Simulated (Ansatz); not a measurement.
LaZnSbO in space group P4/nmm (No. 129; La on 2c, Zn on 2b, Sb on 2c, O on 2a), the program Ansatz at the r²SCAN level (PAW). The conduction-band minimum lies at Γ, with 1 equivalent valley. Second derivatives d²E/dk² of the lowest band at one valley (eV·Å²), along Cartesian directions:

```
direction  d²E/dk²
---------  -------
[100]        61.48
[010]        61.48
[001]        4.600
[110]        61.48
[101]        33.04
[011]        33.04
```

Problem. Find the principal effective masses, the density-of-states mass and the conductivity mass.

Solution. Off-diagonal terms follow from H_xy = H[110] − (H_xx + H_yy)/2, and m*/mₑ = 7.620 eV·Å² over each eigenvalue: 0.12, 0.12, 1.7. One valley's DOS mass (m₁m₂m₃)^(1/3) = 0.29, conductivity mass 3/(Σ 1/mᵢ) = 0.18 mₑ.

Problem. What effective density of states Nc follows at 300 K for parabolic valleys?

Solution. Nc = 2.509e19 × 1 × (0.29)^(3/2) ≈ 3.9e18 cm⁻³.

The first step of the workflow began from a Materials Project structure, measured or hypothetical; the Crystallography Open Database copy checked does not list it. Whether it is the stable phase at ambient conditions was not checked. The cell was relaxed with r²SCAN under the symmetry of its start. At this level the phase is mechanically unstable. Scalar-relativistic: spin–orbit coupling is off unless named, which matters more the heavier the elements.

Potentials: the later of the program's two PAW sets.

Edges and masses are those of Kohn–Sham bands, whose gap is no quasiparticle gap.
